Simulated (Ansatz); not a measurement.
RbGdO2 (R-3m); U = 1 eV on Gd f.

```yaml
crystal:
  lattice:
    - [1.77400, 1.02422, 6.52667]
    - [-1.77400, 1.02422, 6.52667]
    - [0.00000, -2.04844, 6.52667]
  atoms:
    - { symbol: Rb, position: [0.00000, 0.00000, 0.00000] }
    - { symbol: Gd, position: [0.50000, 0.50000, 0.50000] }
    - { symbol: O, position: [0.22000, 0.22000, 0.22000] }
    - { symbol: O, position: [0.78000, 0.78000, 0.78000] }
```

The geometry is a structure as deposited in COD, held fixed and not relaxed.

Settings: PBEsol, 9×9×9 k mesh, Fermi–Dirac smearing of 0.08 eV. LAPW is all-electron LAPW in Ansatz 0.2.0. Site moments are integrated in spheres about the atoms. Start moments (μB): Gd2 7. DFT+U (Dudarev's form): U = 1.0 eV on Gd f.

Iteration by iteration:

```
iteration  Harris–Foulkes energy less the last (meV)  density residual (eV)  M (μB)  ∫|m| (μB)
        1                                  -4789.192                9.7e+00  7.0000     7.0349
        2                                   -733.581                2.7e+00  7.0000     7.0397
        3                                   -257.296                1.1e+00  7.0000     7.0361
        4                                    -18.920                4.3e-02  7.0000     7.0214
        5                                     -0.130                7.9e-03  7.0000     7.0225
        6                                      0.669                1.0e-03  7.0000     7.0207
        7                                      0.082                9.0e-05  7.0000     7.0209
        8                                     -0.005                4.5e-06  7.0000     7.0213
        9                                      0.001                7.2e-07  7.0000     7.0214
       10                                      0.000                9.3e-08  7.0000     7.0214
       11                                      0.000                5.1e-09  7.0000     7.0214
```

Site moments (μB): Rb1 0.00, Gd2 6.91, O3 0.00, O4 0.00. Cell moment 7.00 μB.

Spin–orbit coupling is left out although heavy atoms are present. With open f shells a run can end in a state that isn't the lowest. None of this fixes the real material's magnetic order: only patterns that fit the cell were computed, without spin fluctuations and on one mesh and smearing, with a functional that can overstate moments.
